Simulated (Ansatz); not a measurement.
Space group I4/mmm (No. 139). a = 4.167 Å, b = 4.167 Å, c = 11.446 Å, α = 90.00°, β = 90.00°, γ = 90.00°
```
atom site symmetry x y z
  Sr    2a     4/mmm  0.0000  0.0000  0.0000
  As    4e       4mm  0.5000  0.5000  0.1435
  Ru    4d      -4m2  0.5000  0.0000  0.2500
```

Equation of state of this SrAs$_{2}$Ru$_{2}$ structure (not necessarily the ground state), with shape and atoms relaxed at each volume where symmetry leaves them free. It has no gap at any of these volumes. The calculation used Ansatz 0.2.0, DFT r2SCAN, scalar-relativistic, plane waves, PAW.

Cutoff 500 eV; k points 12×12×12 on the computed 5-atom cell (Γ-centred); Gaussian smearing, width 0.10 eV; no spin polarisation.

```csv
V (Å³/atom),E − E(largest V) (meV/atom),P (GPa)
18.679,1.68,4.58
19.275,-11.11,2.37
19.871,-15.55,0.00
20.468,-11.45,-2.14
21.064,0.00,-3.97
```

Fit a third-order Birch–Murnaghan equation to E(V).

V0 = 19.88 Å³/atom, B0 = 73 GPa, B0' = 1.0. B0' is unusual or poorly fixed by this range.

Cost: 5 runs of about 35 core-minutes in all, on Arm Neoverse V1 (shared hosts).